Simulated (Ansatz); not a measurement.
Re:
```cif
data_Re6
_chemical_formula_sum 'Re6'
_space_group_name_H-M_alt 'P-6m2'
_space_group_IT_number 187
_space_group_name_Hall 'P -6 2'
_cell_length_a 2.75312
_cell_length_b 2.75312
_cell_length_c 13.30038
_cell_angle_alpha 90.000
_cell_angle_beta 90.000
_cell_angle_gamma 120.000
loop_
_atom_site_label
_atom_site_type_symbol
_atom_site_symmetry_multiplicity
_atom_site_Wyckoff_symbol
_atom_site_fract_x
_atom_site_fract_y
_atom_site_fract_z
_atom_site_occupancy
Re1 Re 2 g 0.00000 0.00000 0.33334 1
Re2 Re 2 h 0.33333 0.66667 0.16679 1
Re3 Re 1 a 0.00000 0.00000 0.00000 1
Re4 Re 1 f 0.66667 0.33333 0.50000 1
```

Relaxed with PBEsol.

Problem. Decompose the optical modes at the zone centre into irreducible representations, and say which are infrared and Raman allowed.

Solution. Point group -6m2: Γ_opt = 2A1' + 3A2'' + 3E' + 2E''. Infrared: A2'', E'. Raman: A1', E', E''.

Problem. Assign frequencies (DFPT, plane-wave PAW PBEsol (Ansatz code)).

Solution. E' 65, E'' 65, E' 102, E'' 105, E' 118, A2'' 131, A2'' 132, A1' 133, A2'' 182, A1' 188 cm⁻¹.

The start of the workflow was typed in or built on a structure type; neither database checked (COD, Materials Project) lists it. It is not the phase usual at ambient conditions (space group No. 194). Symmetry was held in the PBEsol relaxation; its stability against distortions is not shown here. The run is not spin-polarised. As this level gives no gap, phonon frequencies hold no LO–TO term and depend on the k-mesh and smearing (Fermi–Dirac, 0.1 eV here). Spin–orbit coupling is left out wherever it is not named.

Potentials: the later of the program's two PAW sets.
